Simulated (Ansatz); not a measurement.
Level of theory: DFT PBE, scalar-relativistic, plane waves, PAW (Ansatz 0.2.0). All cells share a 420 eV cutoff and Γ-centred k meshes spaced at most about 0.3 Å⁻¹ (about 0.25 or finer for metals, 2π included). No spin polarisation in the final relaxations.

Temperature and zero-point effects are left out. All come from trial cells, and lower structures may exist.

Question: These unrelaxed guesses for Sr₃CuH₂ are each relaxed within their symmetry. Order them by the energy at which they end, lowest first.
1.

```
CELL_PARAMETERS angstrom
4.17391 0.00000 0.00000
-2.08695 3.61471 0.00000
0.00000 0.00000 8.29211
ATOMIC_POSITIONS crystal
Sr 0.33333 0.66667 0.50000
Sr 0.66667 0.33333 0.00000
Sr 0.66667 0.33333 0.50000
Cu 0.33333 0.66667 0.00000
H 0.00000 0.00000 0.24507
H 0.00000 0.00000 0.75493
```

2.

```
CELL_PARAMETERS angstrom
6.08329 0.00000 0.00000
-3.04165 5.26828 0.00000
0.00000 0.00000 3.50383
ATOMIC_POSITIONS crystal
Sr 0.50000 0.00000 0.50000
Sr 0.50000 0.50000 0.50000
Sr 0.00000 0.50000 0.50000
Cu 0.00000 0.00000 0.00000
H 0.33333 0.66667 0.00000
H 0.66667 0.33333 0.00000
```

3.

```
CELL_PARAMETERS angstrom
6.29399 0.00000 0.00000
-3.14700 5.45076 0.00000
0.00000 0.00000 4.03149
ATOMIC_POSITIONS crystal
Sr 0.50000 0.00000 0.00000
Sr 0.00000 0.50000 0.00000
Sr 0.50000 0.50000 0.00000
Cu 0.00000 0.00000 0.00000
H 0.33333 0.66667 0.50000
H 0.66667 0.33333 0.50000
```

4.

```
CELL_PARAMETERS angstrom
5.81660 0.00000 0.00000
-2.90830 5.03732 0.00000
0.00000 0.00000 4.90913
ATOMIC_POSITIONS crystal
Sr 0.43103 0.00000 0.00000
Sr 0.00000 0.43103 0.00000
Sr 0.56897 0.56897 0.00000
Cu 0.00000 0.00000 0.50000
H 0.00000 0.00000 0.83503
H 0.00000 0.00000 0.16497
```

Answer: 4 (ends in P-62m, 0 meV/atom), 2 (ends in P6/mmm, 104 meV/atom), 3 (ends in P6/mmm, 127 meV/atom), 1 (ends in P-6m2, 0.75 eV/atom).

With hydrogen, zero-point motion can shift such differences by 10 meV/atom or more. A magnetic state wasn't ruled out in cells without spin, among them P-62m, P6/mmm at 23.9 Å³/atom, P6/mmm at 25.6 Å³/atom, P-6m2. Cells relaxed within their symmetry can be saddle points. Some structure types and database cells were kept out of the candidates from the start, so a known form may be missing.
